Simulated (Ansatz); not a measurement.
BP (NiAs type, P6_3/mmc), a = 3.0406 Å, b = 3.0406 Å, c = 5.0482 Å, α = 90.00°, β = 90.00°, γ = 120.00°.

Relaxed with PBEsol.

Q: Decompose the optical modes at the zone centre into irreducible representations, and say which are infrared and Raman allowed.

A: Point group 6/mmm: Γ_opt = A2u + B1g + B2u + E1u + E2g + E2u. Infrared: A2u, E1u. Raman: E2g.

Q: Assign frequencies (DFPT, plane-wave PAW PBEsol (Ansatz code)).

A: A2u 403i, E2u 306i, E2g 203, B2u 291, E1u 307, B1g 402 cm⁻¹.

Subscripts of B labels follow the axes of the standard setting.

A made-up cell: these elements were put on the sites of a structure type; neither database checked (COD, Materials Project) lists it. It is not the phase usual at ambient conditions (space group No. 216). Symmetry was held in the PBEsol relaxation. At this level the phase is dynamically unstable (imaginary phonons). As this level gives no gap, phonon frequencies hold no LO–TO term and depend on the k-mesh and smearing (Fermi–Dirac, 0.1 eV here).

Potentials: the earlier of the program's two PAW sets. The files were generated under PBE; for other functionals the program regenerates the frozen cores, and for LDA and PBEsol the local potential too.
